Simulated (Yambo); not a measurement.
```xyz
2
Lattice="0.0000 3.4953 2.1661 1.2516 0.0000 2.1661 1.2516 3.4953 0.0000" Properties=species:S:1:pos:R:3 pbc="T T T"
B      1.2516     3.4953     0.0002
N      1.2516     3.4953     2.8880
```

BN (space group Fmm2, No. 42): G0W0@PBEsol in Yambo (6×6×6 Γ-centred k mesh, 71 bands and a 14 Ry block in the screening, 71 bands in G with the Bruneval-Gonze terminator, plasmon pole fitted at 27.2 eV) on wavefunctions from Quantum ESPRESSO. With the symmetry operations that carry no fractional translation, the mesh has 46 irreducible k points, and the gap (-0.5, 0.333, -0.167) → (0, -0.5, -0.5) is 5.477 eV.

What changes when point-group symmetry is switched off and time reversal alone is kept?

The mesh then has 112 irreducible points. The exact result doesn't change; the run gives 5.427 eV, and the difference is numerical residue, whose source wasn't traced. Rough time against the symmetric run: about 3× for the empty bands, about 4× for Yambo (4 states against 6).

Geometry of the Materials Project entry, not relaxed at this level.

This is not the ordinary phase of the substance; no match was found in the copy of COD used, and its stability was not checked.

The distance between layers or molecules is the database entry's, not relaxed here. Functionals without dispersion can leave it too large, which widens gaps and weakens the response across layers: the numbers belong to this cell.
